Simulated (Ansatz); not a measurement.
Ni₃Sn₄:
```
Ni3Sn4
1.0
    6.09114     2.02981     0.00000
   -6.09114     2.02981     0.00000
   -1.35704     0.00000     5.02411
Ni Sn
3 4
Cartesian
  0.00000   0.00000   0.00000
  2.56476   2.02981   3.33558
 -3.92180   2.02981   1.68854
  0.45881   2.02981   1.57760
 -1.81585   2.02981   3.44652
  3.73925   2.02981   0.94203
 -5.09630   2.02981   4.08208
```

Relaxed with r²SCAN. Special points in fractions of this cell's reciprocal vectors: Γ (0.000, 0.000, 0.000); C (0.280, 0.280, 0.000); C2 (-0.280, 0.720, 0.000); Y2 (-0.500, 0.500, 0.000); M2 (-0.500, 0.500, 0.500); D (-0.262, 0.738, 0.500); D2 (0.262, 0.262, 0.500); A (0.000, 0.000, 0.500); L2 (0.000, 0.500, 0.500); V2 (0.000, 0.500, 0.000).

Problem. List the band energies nearest the Fermi level at these points for r²SCAN with spin–orbit coupling in the plane-wave PAW code Ansatz.

Solution. In eV from the Fermi level; about four levels below and three above (degenerate sets whole), none deeper than 8.9 eV; points with the same levels are listed once.

```tsv
k	below	above
Γ	-0.35 -0.35 -0.25 -0.25	0.54 0.54 0.98 0.98
C	-0.91 -0.91 -0.52 -0.52	0.77 0.77 1.22 1.22
Y2	-1.05 -1.05 -0.71 -0.71	0.29 0.29 0.99 0.99
M2	-1.50 -1.50 -0.99 -0.99	0.54 0.54 0.72 0.72
D	-1.07 -1.07 -0.88 -0.88	0.22 0.22 0.80 0.80
A	-1.07 -1.07 -0.14 -0.14	0.14 0.14 1.18 1.18
L2	-0.48 -0.48 -0.25 -0.25	0.43 0.43 2.81 2.81
V2	-0.97 -0.97 -0.52 -0.52	0.39 0.39 1.06 1.06
```

Space group C2/m. The first step of the workflow began from a Materials Project structure, measured or hypothetical; the Crystallography Open Database files this formula in space group No. 12, but the cells were not matched. Whether it is the stable phase at ambient conditions was not checked. The cell was relaxed with r²SCAN under the symmetry of its start; whether a distortion lowers the energy is not shown. The run is not spin-polarised.

Potentials: the earlier of the program's two PAW sets.
